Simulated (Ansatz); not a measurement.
**How CaPd$_{5}$ stores the work of compression**

Computed with DFT r2SCAN, scalar-relativistic, plane waves, PAW (Ansatz). (500 eV cutoff, 12×12×8 k-mesh, Gaussian smearing of 0.10 eV, no spin polarisation)

The relaxed crystal:

```
CELL_PARAMETERS angstrom
5.29868 0.00000 0.00000
-2.64934 4.58879 0.00000
0.00000 0.00000 4.41746
ATOMIC_POSITIONS crystal
Ca 0.00000 0.00000 0.00000
Pd 0.50000 0.00000 0.50000
Pd 0.50000 0.50000 0.50000
Pd 0.00000 0.50000 0.50000
Pd 0.33333 0.66667 0.00000
Pd 0.66667 0.33333 0.00000
```

Cell and atoms were relaxed at each target pressure within the start's symmetry (P6/mmm), at zero temperature; other phases can be more stable under pressure. H = E + PV with P the target; E is the free energy at the smearing used, whose derivative the pressure is, per atom and counted from zero pressure.

| P (GPa) | V (Å³/atom) | E − E0 (meV) | H − H0 (meV) |
| --- | --- | --- | --- |
| 0 | 17.901 | 0.0 | 0.0 |
| 1 | 17.764 | 0.4 | 111.3 |
| 4 | 17.384 | 6.3 | 440.3 |
| 12 | 16.578 | 45.6 | 1287.3 |

Task: Thermodynamics gives dH/dP = V along a relaxed path. Integrate V over P by the trapezoid rule and compare with the computed enthalpies.

Result: With 1 eV/Å³ = 160.22 GPa, each step adds the mean volume times ΔP / 160.22:
| P (GPa) | ∫V dP (meV) | H − H0 (meV) | difference (meV) |
| --- | --- | --- | --- |
| 1 | 111.3 | 111.3 | 0.0 |
| 4 | 440.4 | 440.3 | 0.0 |
| 12 | 1288.3 | 1287.3 | 1.0 |

V(P) curves upward, so the trapezoid rule runs high; integrating a smooth curve through the same points (P as a polynomial of degree 3 in ln V) puts that excess at about 1.2 meV at 12 GPa, against the 1.0 meV found.

Task: At 12 GPa, how much of the enthalpy change is stored energy and how much is the PV term?

Result: E rises by 46 meV/atom and PV is 12 × 16.578 / 160.22 = 1242 meV/atom, so PV makes 96 % of ΔH. So between rival structures at high pressure a small difference in volume can outweigh the difference in energy: 1 % of this volume is worth 12.4 meV/atom at this pressure.

Task: What bulk modulus do the lowest pressures give, and how is the compression shared among the axes?

Result: From the pressures that the runs reached, -1.00 GPa (18.044 Å³) and 1.00 GPa (17.764 Å³), B = −ΔP/Δln V = 2.00 / 0.0156 = 128 GPa, a mean over that range. The linear compressibilities −Δln(length)/ΔP are 2.91 along a, 2.91 along b, 2.01 along c (in TPa⁻¹). With fixed angles they add up to 1/B: 7.83 against 7.83. Softest: a and b, at 37 % of the volume change per axis.